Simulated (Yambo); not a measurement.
MgTiF₆ (space group R-3, No. 148), G0W0@LDA in Yambo (2×2×2 mesh, plasmon pole; 7 Ry block, no terminator). The number N of bands in W and G is varied.

| N | x = 1/N | gap Γ → F (eV) | shift of the valence edge (eV) |
|---|---|---|---|
| 71 | 0.01408 | 9.948 | -1.713 |
| 97 | 0.01031 | 9.819 | -1.738 |
| 130 | 0.00769 | 9.771 | -1.801 |
| 163 | 0.00613 | ? | ? |

Q: Basis-set arguments suggest E = E∞ + A x. Fix A and E∞ from the two rows above the withheld one, predict the row at 163 bands, and test the form.

A: Gap: A = (9.771 − (9.819))/(0.00769 − 0.01031) = 18.3, E∞ = 9.630 eV, so 9.742 eV is predicted; the run gave 9.713 eV (miss 29 meV). The first two rows have slope 34.2, so the form doesn't hold yet over the whole range. Shift: A = (-1.801 − (-1.738))/(0.00769 − 0.01031) = 24.0, E∞ = -1.986 eV, so -1.839 eV is predicted; the run gave -1.845 eV (miss 6 meV). The first two rows have slope 6.63, so the form doesn't hold yet over the whole range. The other settings are held fixed.

Geometry of the Materials Project entry, not relaxed at this level; primitive cell a = 5.3688 Å, b = 5.3688 Å, c = 5.3688 Å, α = 58.13°, β = 58.13°, γ = 58.13°.

The structure is a Materials Project entry; no match was found in the copy of COD used, and its stability was not checked.

A shift is the quasiparticle energy of the state minus its LDA energy.
